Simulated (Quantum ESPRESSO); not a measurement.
# Report: field gradients of Al$_{2}$O$_{3}$ (R-3c) under strain

```
Al2O3
1.0
    2.40251     1.38709     4.37208
   -2.40251     1.38709     4.37208
    0.00000    -2.77419     4.37208
Al O
4 6
Direct
  0.14790   0.14790   0.14790
  0.85210   0.85210   0.85210
  0.35210   0.35210   0.35210
  0.64790   0.64790   0.64790
  0.94386   0.55614   0.25000
  0.05614   0.44386   0.75000
  0.25000   0.94386   0.55614
  0.75000   0.05614   0.44386
  0.55614   0.25000   0.94386
  0.44386   0.75000   0.05614
```
Geometry: a computed entry of the Materials Project; it was not checked against measured cells. It is Al2O3 in R-3c. Stability against distortions was not tested.

Method: field gradients by the PAW reconstruction of the field gradient on a scalar-relativistic PBE ground state (a modified build of Quantum ESPRESSO, JTH datasets), 22.5 Ha, k-mesh 6×6×6 through Γ. Relaxations, where named, use PBE in pw.x of Quantum ESPRESSO. Values are those of each site's first atom; slopes are least-squares lines through the rows.

**Isotropic strain.** The last row in full: isotropic strain, all lattice vectors scaled by 1.02, fractional positions kept. Sites: Al is atom 1, O is atom 5.

| strain (%) | Vzz Al (a.u.) | Vzz O (a.u.) |
|---|---|---|
| -2 | 0.063 | -0.370 |
| 0 | 0.057 | -0.404 |
| +2 | 0.052 | -0.437 |
| slope per % | -0.0028 | -0.0168 |

Vzz O (a.u.) answers most, by -0.0168 per %. Largest miss of the straight line: Vzz Al 0.0002, Vzz O 0.0003.

**Volume-keeping strain along the main axis.** The last row in full: strained by +2 % along the unique axis and by -1 % across it, atoms relaxed. Sites: Al is atom 1, O is atom 5.

```
strain (%)   Vzz Al (a.u.)  Vzz O (a.u.)
-----------  -------------  ------------
-2                   0.072        -0.400
0                    0.056        -0.404
+2                   0.039        -0.416
slope per %        -0.0084       -0.0039
```

Vzz Al (a.u.) answers most, by -0.0084 per %. Largest miss of the straight line: Vzz Al 0.0003, Vzz O 0.0026.

**Summary.** Under isotropic strain, the largest response is that of Vzz O (a.u.) (-0.0168 per %). Under volume-keeping strain along the main axis, the largest response is that of Vzz Al (a.u.) (-0.0084 per %). Cores are frozen. Against all-electron runs on small test molecules, this scheme's |Vzz| missed by −7 % on Al, −2 to +6 % on O.

As single numbers, gradients under 0.02 a.u. lie near what cutoff and mesh leave (some 0.003 a.u. in our sweeps); these rows share cutoff and mesh counts, so their differences are steadier.
